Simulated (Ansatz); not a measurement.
input.yaml (Ansatz 0.2.0):

```yaml
crystal:
  lattice:
    - [1.9660236286, 1.1577859566, 7.5447431424]
    - [-1.9660236286, 1.1577859566, 7.5447431424]
    - [0.0, -2.3155719132, 7.5447431424]
  atoms:
    - { symbol: Rb, position: [0.5, 0.5, 0.5] }
    - { symbol: Lu, position: [0.0, 0.0, 0.0] }
    - { symbol: S, position: [0.2697459636, 0.2697459636, 0.2697459636] }
    - { symbol: S, position: [0.7302540364, 0.7302540364, 0.7302540364] }
basis:
  ecutwfc: 420
  ecutrho_ratio: 4
kpoints:
  mp_grid: { grid: [10, 10, 10] }
hamiltonian:
  xc: pbesol
scf:
  occupations: { method: gaussian, width: 0.05 }
output:
  forces: true
  stress: true
  eigenvalues: true
```

The start was a prototype's sites filled with these elements; the Crystallography Open Database holds the compound in this structure.

Q: Before reading the output: what should come out?

A: Pressure -1.1 GPa, gap on the mesh 2.10 eV, largest force component 0.093 eV/Å (PBEsol, scalar-relativistic).

Output, machine lines left out:

```
Pseudopotentials: kind: paw
Pseudopotential: Rb, paw, valence charge 9, recommended cutoff 420 eV (normal), Rb.paw.azcp
Pseudopotential: Lu, paw, valence charge 25, recommended cutoff 420 eV (normal), Lu.paw.azcp
Pseudopotential: S, paw, valence charge 6, recommended cutoff 420 eV (normal), S.paw.azcp
Crystal: 4 atoms, lattice volume = 103.042 Å³
Basis set: ecut = 420 eV, 2037 PW (Γ), FFT grids on a1−a2, a1−a3, a1, exchange–correlation on 54×54×108 points (8 copies of the dense FFT grid, shifted against one another)
Bands: 28, of which v1, the nominal top of the filled ones, is band 23 counted from 1 (22 counted from 0)
Symmetry: 4 space group operations
Space group: C2/m (ITA 12), of the structure as read, at distance tolerance 4.7e-5 Å
k-points: 282 of 1000
Initial density: superposition of atomic densities (neutral atoms: chi_scale 0, normalization atom), corrected by the library's trained network
Initial wavefunctions: pseudopotential atomic-orbital guess
Functional: x = pbesol(κ = 0.804, μ = 0.12346), c = pbesol(β = 0.046)
```

```
SCF iter   1: F=—  HF=-19605.688564 eV  |F-HF|=—  |Δ(HF+E_count)|=         —  Δρ=4.49e-3  dr2=3.84e-2
SCF iter   2: F=—  HF=-19605.677548 eV  |F-HF|=—  |Δ(HF+E_count)|=   1.10e-2  Δρ=1.89e-3  dr2=5.83e-3
SCF iter   3: F=—  HF=-19605.677824 eV  |F-HF|=—  |Δ(HF+E_count)|=   2.77e-4  Δρ=1.39e-3  dr2=1.49e-3
SCF iter   4: F=—  HF=-19605.675704 eV  |F-HF|=—  |Δ(HF+E_count)|=   2.12e-3  Δρ=4.98e-4  dr2=2.46e-4
SCF iter   5: F=—  HF=-19605.675741 eV  |F-HF|=—  |Δ(HF+E_count)|=   3.77e-5  Δρ=1.05e-4  dr2=2.20e-5
SCF iter   6: F=—  HF=-19605.675751 eV  |F-HF|=—  |Δ(HF+E_count)|=   9.39e-6  Δρ=4.71e-5  dr2=3.22e-6
SCF iter   7: F=—  HF=-19605.675753 eV  |F-HF|=—  |Δ(HF+E_count)|=   2.46e-6  Δρ=1.19e-5  dr2=2.06e-7
SCF iter   8: F=-19605.675753 eV  HF=-19605.675753 eV  |F-HF|=1.27e-8  |Δ(HF+E_count)|=   1.83e-7  Δρ=5.09e-6  dr2=2.44e-8
```

```
SCF 1 converged in 8 iterations: F = -19605.675753 eV  dr2 = 2.44e-8
SCF converged after 8 iterations
Free energy (F): -19605.675753 eV
E sigma→0 (E₀):  -19605.675753 eV
Fermi energy:    8.292751 eV
--- Per-component energies (eV) ---
  E_band       = -160.532780
  E_kinetic    = 826.755324
  E_local      = -9773.739241  (includes V_loc(G=0)·N_el)
  E_nonlocal   = 813.302785
  E_hartree    = 4121.010074
  E_xc         = -540.276346
  E_vxc        = -571.546471  (∫ρ·V_xc dr)
  E_paw        = -10992.449204  (= ΣΔE_a)
  E_vpaw       = 302.660613  (= ΣTr[D̂ρ^β])
  E_aug_tail   = 0.000032  (compensation charges beyond the density's cutoff)
  E_ewald      = -4061.718916
  E_core_change = 1.439737  (= ΣΔE_core)
  E_smearing   =  0.000000  (= −TS)
--- Forces (eV/Å), atoms counted from 1 ---
  atom   1  Rb     0.00000000     0.00000000     0.00000000
  atom   2  Lu     0.00000000     0.00000000     0.00000000
  atom   3  S      0.00000000    -0.02158005     0.09312403
  atom   4  S      0.00000000     0.02158005    -0.09312403
--- Stress (GPa, compression-positive) ---
       -0.581651       0.000000       0.000000
        0.000000      -1.950429       0.250059
        0.000000       0.250058      -0.683418
  P = ⅓ Tr σ = -1.0718 GPa (-10.718 kbar)
```

Semilocal functionals underestimate band gaps, commonly by a third or more. Scalar-relativistic only: spin–orbit splittings of the heavy atoms' levels are missing.
